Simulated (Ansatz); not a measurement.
Cs:
```
Cs
1.0
    5.13266     0.00000     0.00000
   -2.56633     4.44501     0.00000
    0.00000     0.00000    16.86311
Cs
4
Cartesian
  0.00000   0.00000   0.00000
  0.00000   0.00000   8.43155
  0.00000   2.96334   4.21578
  2.56633   1.48167  12.64733
```

Relaxed with LDA. Special points in fractions of this cell's reciprocal vectors: Γ (0.000, 0.000, 0.000); M (0.500, 0.000, 0.000); K (0.333, 0.333, 0.000); A (0.000, 0.000, 0.500); L (0.500, 0.000, 0.500); H (0.333, 0.333, 0.500).

Question: List the band energies nearest the Fermi level at these points for LDA in the plane-wave PAW code Ansatz.

Answer: In eV from the Fermi level; about four levels below and three above (degenerate sets whole), none deeper than 8.9 eV; points with the same levels are listed once.

```tsv
k	below	above
Γ	-1.89 -1.17 -1.17 -0.15	1.00 1.62 1.64
M	-0.11	0.04 0.22 0.27
K	–	0.66 0.70 0.70
A	-1.69 -1.69 -0.51 -0.51	1.20 1.20 2.15 2.15
L	-0.02 -0.02	0.21 0.21 0.90 0.90
H	–	0.72 0.72 0.72 0.72
```

Space group P6_3/mmc (dhcp (α-La type)). The first step of the workflow began from a Materials Project structure, measured or hypothetical; the Crystallography Open Database copy checked does not list it. It is not the phase usual at ambient conditions (space group No. 229). The LDA relaxation kept the symmetry of its start; whether a distortion lowers the energy is not shown. Spin–orbit coupling is left out wherever it is not named.

Potentials: the later of the program's two PAW sets.
